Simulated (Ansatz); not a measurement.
ZnSnN$_{2}$:
```yaml
crystal:
  lattice:
    - [1.58243, 0.91362, 5.13607]
    - [-1.58243, 0.91362, 5.13607]
    - [0.00000, -1.82723, 5.13607]
  atoms:
    - { symbol: Zn, position: [0.00000, 0.00000, 0.00000] }
    - { symbol: Sn, position: [0.50000, 0.50000, 0.50000] }
    - { symbol: N, position: [0.75274, 0.75274, 0.75274] }
    - { symbol: N, position: [0.24726, 0.24726, 0.24726] }
```

Relaxed with PBEsol. PBEsol (plane waves, PAW; program Ansatz) gives a gap of 0.68 eV.

Question: What gap does HSE06 give on the same cell (Ansatz, PAW)?

Answer: 1.91 eV, 1.23 eV more. The hybrid was solved on a coarser mesh and at special points; the gap given is the minimum over both.

Cost on shared cores: the PBEsol run (SCF on a 10×10×10 mesh, then bands and DOS) very roughly 40 core-seconds, the HSE06 run (SCF on 8×8×8, then a few points) about 4 core-minutes (a rough figure); the tasks are unlike.

Space group R-3m. The start of the workflow was typed in or built on a structure type; neither database checked (COD, Materials Project) lists it. Whether it is the stable phase at ambient conditions was not checked. The PBEsol relaxation kept the symmetry of its start. At this level the phase is mechanically unstable. Its formation energy is positive at this level, so the cell may be metastable or incomplete. Scalar-relativistic: spin–orbit coupling is off unless named, which matters more the heavier the elements.

Potentials: the later of the program's two PAW sets.
